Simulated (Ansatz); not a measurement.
ZrB₂:
```yaml
crystal:
  lattice:
    - [3.15493, 0.00000, 0.00000]
    - [-1.57747, 2.73225, 0.00000]
    - [0.00000, 0.00000, 3.50653]
  atoms:
    - { symbol: Zr, position: [0.00000, 0.00000, 0.00000] }
    - { symbol: B, position: [0.33333, 0.66667, 0.50000] }
    - { symbol: B, position: [0.66667, 0.33333, 0.50000] }
```

Relaxed with PBEsol. Special points in fractions of this cell's reciprocal vectors: Γ (0.000, 0.000, 0.000); M (0.500, 0.000, 0.000); K (0.333, 0.333, 0.000); A (0.000, 0.000, 0.500); L (0.500, 0.000, 0.500); H (0.333, 0.333, 0.500).

**Question.** List the band energies nearest the Fermi level at these points for DFT-PBEsol with spin–orbit coupling in the program Ansatz with PAW potentials.

**Answer.** In eV from the Fermi level; about four levels below and three above (degenerate sets whole), none deeper than 8.9 eV; points with the same levels are listed once.

```tsv
k	below	above
Γ	-2.60 -2.60 -2.23 -2.23	3.49 3.49 3.55 3.55
M	-3.00 -3.00 -2.71 -2.71	2.35 2.35 2.40 2.40
K	-2.44 -2.44 -2.42 -2.42	1.62 1.62 1.67 1.67
A	-0.90 -0.90 -0.90 -0.90	0.33 0.33 0.36 0.36
L	-4.14 -4.14 -1.89 -1.89	3.90 3.90 4.22 4.22
H	-2.68 -2.68 -2.56 -2.56	4.25 4.25 6.25 6.25
```

Space group P6/mmm. The cell was relaxed with PBEsol under the symmetry of its start; of distortions, only those at the zone centre were tested. The run is not spin-polarised.

Potentials: the later of the program's two PAW sets.
